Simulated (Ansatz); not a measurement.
## LiCl (Fm-3m): G0W0 and the band count and response cutoff

```
Li Cl
1.0
     0.00000    2.57000    2.57000
     2.57000    0.00000    2.57000
     2.57000    2.57000    0.00000
Li Cl
1 1
Direct
  0.00000 0.00000 0.00000
  0.50000 0.50000 0.50000
```

Held fixed (Ansatz):

```json
{
  "orbitals": "PBE",
  "datasets": "soft PAW set, first generation",
  "k mesh": "6×6×6",
  "frequencies": "plasmon pole, fitted at the program's default frequency",
  "q → 0 term": "analytic weight of Carrier, Rohra and Görling",
  "band sums": "cut at the band count"
}
```

The gap is read direct at Γ, linearised, between the Kohn-Sham band edges among the points solved. The direct gap is read between the top filled and lowest empty Kohn-Sham band at Γ. ε∞ is the electronic dielectric constant on this mesh. Wave cutoffs: 420, 420, 420, 420 eV in the order of the series.

```
   bands, response cutoff  KS gap (eV)  G0W0 gap (eV)  direct at Γ (eV)   ε∞
166 empty bands, 113.3 eV         6.30           8.71              8.71  2.8
238 empty bands, 143.3 eV         6.30           8.76              8.76  2.8
  337 empty bands, 180 eV         6.30           8.80              8.80  2.8
  627 empty bands, 280 eV         6.30              ?                 ?    ?
```

Problem. Fill in the row for 627 empty bands, 280 eV.

Solution. G0W0 gap 8.85 eV, direct at Γ 8.85 eV, ε∞ 2.8.

Soft PAW datasets can miss an all-electron G0W0 gap by more than 5 %. Band sums or response are cut, so the gap isn't at its basis limit.
